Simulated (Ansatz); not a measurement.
ZrCl4 in space group P2/c (No. 13; Zr on 2e, Cl on 4g, Cl on 4g), r²SCAN+D4 (plane waves, PAW; program Ansatz), all energies at zero smearing, with the estimated change up to a 700 eV cutoff added, with one set of potentials and settings (totals compare only within such a set). Cell of 10 atoms (2 Zr, 8 Cl): -17080.022 eV.

```csv
element,reference phase,E (eV/atom)
Zr,"P6_3/mmc, 2 atoms in the cell",-4195.0904
Cl,"Cmce, 4 atoms in the cell",-1083.6978
```

Formation energy per atom, worked out: (-17080.022 − 2×(-4195.0904) − 8×(-1083.6978))/10 = -2.026 eV/atom (-195 kJ per mol of atoms), at 0 K, without zero-point energy or fitted corrections.

The workflow started from a Materials Project entry (that database holds measured and hypothetical structures alike); the Crystallography Open Database files this formula in space group No. 13, but the cells were not matched. Its standing as an ambient phase is unchecked. The cell was relaxed with r²SCAN+D4 under the symmetry of its start; whether a distortion lowers the energy is not shown. No spin polarisation was allowed. The references are the lowest solids computed at this level, not always the standard phases (solids in place of the gases).

Potentials: the later of the program's two PAW sets.
